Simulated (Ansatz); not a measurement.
The cell below belongs to a search over invented structures; it isn't taken from experiment.

Input and command of a plane-wave DFT calculation in Ansatz:

```yaml
crystal:
  lattice:
    - [2.8425640198, -0.0016199944, -0.0001426705]
    - [-1.3536115992, 2.5002545933, 0.0003956198]
    - [-0.8390534699, -0.6652719024, 24.6757112935]
  atoms:
    - { symbol: H, position: [0.0263613849, 0.9220122748, 0.9137757428] }
    - { symbol: H, position: [0.9878587808, 0.0796378839, 0.0875436853] }
    - { symbol: H, position: [0.4202888643, 0.7184145801, 0.6421894067] }
    - { symbol: H, position: [0.1780992976, 0.5556825609, 0.624051652] }
    - { symbol: H, position: [0.6193156788, 0.3883367831, 0.7782043033] }
    - { symbol: H, position: [0.7463130718, 0.2741049668, 0.7598845058] }
    - { symbol: H, position: [0.1136750596, 0.1469066052, 0.488989211] }
    - { symbol: H, position: [0.9463992981, 0.9234302174, 0.5071213094] }
    - { symbol: H, position: [0.3360828705, 0.5627541003, 0.2238641965] }
    - { symbol: H, position: [0.2142524556, 0.6824441279, 0.2421867615] }
    - { symbol: H, position: [0.5875214098, 0.2731294998, 0.3562229248] }
    - { symbol: H, position: [0.8096122288, 0.4714983918, 0.3746467776] }
    - { symbol: Mo, position: [0.3930412736, 0.5840919529, 0.9557683966] }
    - { symbol: Mo, position: [0.6211783259, 0.417556055, 0.0455511263] }
basis:
  ecutwfc: 420
kpoints:
  mp_grid: { grid: [12, 12, 2] }
hamiltonian:
  xc: pbe
scf:
  occupations: { method: gaussian, width: 0.1 }
output:
  forces: true
  stress: true
  eigenvalues: true
relax:
  adjacent_minimum: "off"
  f_tol: 0.001
  max_steps: 60
  cell: { stress_tol: 0.01 }
```

```bash
ansatz run input.yaml --threads 3 --pin off --max-ram 7680MiB --backend cpu --events-out ev --progress --plain --runs-dir out
```

Processor: Intel(R) Xeon(R) Processor @ 2.70GHz, 3 threads, on a host shared with other jobs.

Task: How long does it run, and how much memory does it take?

Result: About 23 min, peak memory 1 GiB. It solves 34 bands at 148 k points (after reduction by symmetry) with about 3415 plane waves (on the last cell), in 383 SCF iterations over 51 ionic steps.
